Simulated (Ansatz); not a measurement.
Harmonic vibrational thermodynamics of InBi (zinc blende, F-43m) at fixed volume, LDA in the plane-wave PAW code Ansatz. The rows extrapolate the 0 K crystal and know nothing of melting or changes of phase.

| T (K) | F_vib (meV/atom) | S (J/K per mol of atoms) | C_V (J/K per mol of atoms) |
|---|---|---|---|
| 50 | [?] | [?] | 14.1 |
| 100 | 4.1 | 25.6 | 20.8 |
| 200 | -31.3 | 41.2 | 23.8 |
| 300 | -79.4 | 51.0 | 24.4 |
| 400 | [?] | 58.1 | [?] |
| 600 | [?] | [?] | 24.8 |
| 800 | -416.5 | 75.2 | 24.9 |
| 1000 | -578.4 | 80.8 | 24.9 |

**Question.** Fill in the missing entries.

**Answer.** 
- 600, S (J/K per mol of atoms): 68.1
- 600, F_vib (meV/atom): -267.5
- 400, F_vib (meV/atom): -136.1
- 400, C_V (J/K per mol of atoms): 24.6
- 50, S (J/K per mol of atoms): 13.3
- 50, F_vib (meV/atom): 14.4

The first step of the workflow began from a Materials Project structure, measured or hypothetical; the Crystallography Open Database copy checked does not list it. COD files the formula under space group No. 129, so this cell is another polymorph or a model. With In and Bi taken as one species the cell has the higher symmetry Fd-3m, so it may be an ordered model of a mixed-site phase. Whether it is the stable phase at ambient conditions was not checked. The LDA relaxation kept the symmetry of its start; phonons on a q-mesh show no instability. Scalar-relativistic: spin–orbit coupling is off unless named, which matters more the heavier the elements.

Potentials: the later of the program's two PAW sets.
